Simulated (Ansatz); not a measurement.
## Calculated 177Hf nuclear quadrupole resonance for HfTl2PbS4

Cell: a measured structure from the Crystallography Open Database (COD), ions relaxed with PBE at fixed cell.

Space group C2/c (No. 15); a = 15.4695, b = 8.2255, c = 6.7103 Å, β = 109.26°.

```csv
site,Wyckoff,site symmetry,x,y,z
Hf,4e,2,0.5000,0.6212,0.2500
Tl,8f,1,0.7491,0.8740,0.2309
Pb,4e,2,0.5000,0.1231,0.2500
S9,8f,1,0.5964,0.6020,0.0035
S13,8f,1,0.6070,0.8373,0.4635
```

One atom of each set is listed; the run and its k-mesh use a cell of 16 atoms with edges of 8.76, 8.76, 6.71 Å.

Method: Kohn–Sham DFT in Ansatz, PBE, plane waves and PAW, scalar-relativistic, 420 eV cutoff, Γ-centred 4×4×5 k-points, Fermi–Dirac smearing 0.02 eV.

177Hf: I = 7/2, Q = 3365 mb (year-2017 value). Static lattice, zero field.

**Question.** Predict the zero-field 177Hf lines of each site.

**Answer.** For I = 7/2 and η = 0 the lines are |C_Q|/14 times 1, 2 and 3; η shifts the lowest up most.

```tsv
site	atoms	V_zz (10²¹ V/m²)	C_Q (MHz)	η	line frequencies (MHz)
Hf	2	1.81	147	0.32	13.8, 20.2, 31.3
```

**Question.** And for 179Hf (I = 9/2, Q = 3793 mb) on Hf?

**Answer.** C_Q scales with Q to 166 MHz, with lines at 11.4, 12.9, 20.4, 24.3, 27.5 MHz.

Without spin–orbit coupling the gradients at and beside Hf can be off by some per cent, at some sites by more.
